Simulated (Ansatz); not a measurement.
Calculated with Ansatz: Al$_{2}$VSe$_{4}$, relaxation

Input:

```yaml
crystal:
  lattice:
    - [0.0, 5.213415, 5.213415]
    - [5.213415, 0.0, 5.213415]
    - [5.213415, 5.213415, 0.0]
  atoms:
    - { symbol: Al, position: [0.0, 0.0, 0.0] }
    - { symbol: Al, position: [0.5, 0.0, 0.0] }
    - { symbol: Al, position: [0.0, 0.0, 0.5] }
    - { symbol: Al, position: [0.0, 0.5, 0.0] }
    - { symbol: V, position: [0.375, 0.375, 0.375] }
    - { symbol: V, position: [0.625, 0.625, 0.625] }
    - { symbol: Se, position: [0.235, 0.235, 0.235] }
    - { symbol: Se, position: [0.205, 0.765, 0.765] }
    - { symbol: Se, position: [0.235, 0.235, 0.795] }
    - { symbol: Se, position: [0.765, 0.205, 0.765] }
    - { symbol: Se, position: [0.795, 0.235, 0.235] }
    - { symbol: Se, position: [0.765, 0.765, 0.765] }
    - { symbol: Se, position: [0.235, 0.795, 0.235] }
    - { symbol: Se, position: [0.765, 0.765, 0.205] }
  symmetry: { tolerance: 0.0003 }
kpoints:
  mp_grid: { grid: [6, 6, 6], shift: [0, 0, 0] }
magnetization:
  spin_polarized: false
scf:
  occupations: { method: fermi_dirac }
  lower_state_search: "off"
hamiltonian:
  pseudopotentials: { kind: paw }
  xc: pbesol
basis:
  ecutwfc: 420
  fft_grid_basis: typed
relax:
  max_steps: 80
  cell: { p_target: 0.0 }
  f_tol: 0.03
output:
  forces: true
  stress: true
  eigenvalues: true
  bader: true
  populations: true
  elf: true
  write_potential: true
  volumetric_format: npy
  dos:
    e_range: [-12, 8]
    de: 0.05
    projected: { site_lists: { Al: [Al], Se: [Se], V: [V] } }
checkpoint:
  read: saved_state
```

Run with:

```bash
ansatz run input.yaml --threads 2 --pin off --max-ram 2560MiB --backend cpu --events-out ev --progress --plain --runs-dir out
```

Origin of the cell: a known structure type with other elements, at an estimated volume, so it need not be a known compound.

The smearing width isn't typed, so it takes its default of 0.1 eV.

The saved state is a converged single point of the same cell.

Steps («new basis» is an SCF on plane waves selected anew at the same cell):

```tsv
step	ΔF (meV/atom)	max force component (eV/Å)	P (GPa)	volume (Å³)	SCF iterations	step was
1	0.0	1.499	4.99	283.40	7	accepted
2	-125.3	0.229	1.78	286.28	8	accepted
3	-130.2	0.034	-0.29	293.03	7	accepted
4	-130.4	0.002	-0.02	292.06	6	accepted
5	-130.5	0.002	-0.02	292.06	7	new basis
```

Step 1, with forces in eV/Å:

```xyz
14
Lattice="0.000 5.213 5.213 5.213 0.000 5.213 5.213 5.213 0.000" Properties=species:S:1:pos:R:3:forces:R:3 pbc="T T T" step=1
Al    0.000    0.000    0.000    0.000    0.000    0.000
Al    0.000    2.607    2.607    0.000    0.000    0.000
Al    2.607    2.607    0.000    0.000    0.000    0.000
Al    2.607    0.000    2.607    0.000    0.000    0.000
V     3.910    3.910    3.910    0.000    0.000    0.000
V     6.517    6.517    6.517    0.000    0.000    0.000
Se    2.450    2.450    2.450    1.499    1.499    1.499
Se    7.977    5.057    5.057   -1.499    1.499    1.499
Se    5.370    5.370    2.450   -1.499   -1.499    1.499
Se    5.057    7.977    5.057    1.499   -1.499    1.499
Se    2.450    5.370    5.370    1.499   -1.499   -1.499
Se    7.977    7.977    7.977   -1.499   -1.499   -1.499
Se    5.370    2.450    5.370   -1.499    1.499   -1.499
Se    5.057    5.057    7.977    1.499    1.499   -1.499
```

Step 2, with forces in eV/Å:

```xyz
14
Lattice="0.000 5.231 5.231 5.231 0.000 5.231 5.231 5.231 0.000" Properties=species:S:1:pos:R:3:forces:R:3 pbc="T T T" step=2
Al    0.000    0.000    0.000    0.000    0.000    0.000
Al    0.000    2.616    2.616    0.000    0.000    0.000
Al    2.616    2.616    0.000    0.000    0.000    0.000
Al    2.616    0.000    2.616    0.000    0.000    0.000
V     3.923    3.923    3.923    0.000    0.000    0.000
V     6.539    6.539    6.539    0.000    0.000    0.000
Se    2.573    2.573    2.573   -0.229   -0.229   -0.229
Se    7.889    5.189    5.189    0.229   -0.229   -0.229
Se    5.273    5.273    2.573    0.229    0.229   -0.229
Se    5.189    7.889    5.189   -0.229    0.229   -0.229
Se    2.573    5.273    5.273   -0.229    0.229    0.229
Se    7.889    7.889    7.889    0.229    0.229    0.229
Se    5.273    2.573    5.273    0.229   -0.229    0.229
Se    5.189    5.189    7.889   -0.229   -0.229    0.229
```

Step 3, with forces in eV/Å:

```xyz
14
Lattice="0.000 5.272 5.272 5.272 0.000 5.272 5.272 5.272 0.000" Properties=species:S:1:pos:R:3:forces:R:3 pbc="T T T" step=3
Al    0.000    0.000    0.000    0.000    0.000    0.000
Al    0.000    2.636    2.636    0.000    0.000    0.000
Al    2.636    2.636    0.000    0.000    0.000    0.000
Al    2.636    0.000    2.636    0.000    0.000    0.000
V     3.954    3.954    3.954    0.000    0.000    0.000
V     6.590    6.590    6.590    0.000    0.000    0.000
Se    2.576    2.576    2.576    0.034    0.034    0.034
Se    7.968    5.211    5.211   -0.034    0.034    0.034
Se    5.332    5.332    2.576   -0.034   -0.034    0.034
Se    5.211    7.968    5.211    0.034   -0.034    0.034
Se    2.576    5.332    5.332    0.034   -0.034   -0.034
Se    7.968    7.968    7.968   -0.034   -0.034   -0.034
Se    5.332    2.576    5.332   -0.034    0.034   -0.034
Se    5.211    5.211    7.968    0.034    0.034   -0.034
```

Step 5, with forces in eV/Å:

```xyz
14
Lattice="0.000 5.266 5.266 5.266 0.000 5.266 5.266 5.266 0.000" Properties=species:S:1:pos:R:3:forces:R:3 pbc="T T T" step=5
Al    0.000    0.000    0.000    0.000    0.000    0.000
Al    0.000    2.633    2.633    0.000    0.000    0.000
Al    2.633    2.633    0.000    0.000    0.000    0.000
Al    2.633    0.000    2.633    0.000    0.000    0.000
V     3.950    3.950    3.950    0.000    0.000    0.000
V     6.583    6.583    6.583    0.000    0.000    0.000
Se    2.575    2.575    2.575    0.002    0.002    0.002
Se    7.957    5.208    5.208   -0.002    0.002    0.002
Se    5.324    5.324    2.575   -0.002   -0.002    0.002
Se    5.208    7.957    5.208    0.002   -0.002    0.002
Se    2.575    5.324    5.324    0.002   -0.002   -0.002
Se    7.957    7.957    7.957   -0.002   -0.002   -0.002
Se    5.324    2.575    5.324   -0.002    0.002   -0.002
Se    5.208    5.208    7.957    0.002    0.002   -0.002
```

| Item | Value |
| --- | --- |
| Free energy lowered by | 130.5 meV/atom |
| Volume change | 3.06 % |
| Final pressure | -0.02 GPa |
| Relaxation steps listed | 5 |
| Formation energy (elements under the same functional, gases as molecules, uncorrected) | -0.548 eV/atom |

Caveats: no spin polarisation, so a magnetic state may lie lower; the relaxation held the start's symmetry, so the end may be a saddle point.

Time: 2.2 min on 2 threads of Intel(R) Xeon(R) Platinum 8488C (Sapphire Rapids) (shared host), peak memory 1 GiB, from a saved density.
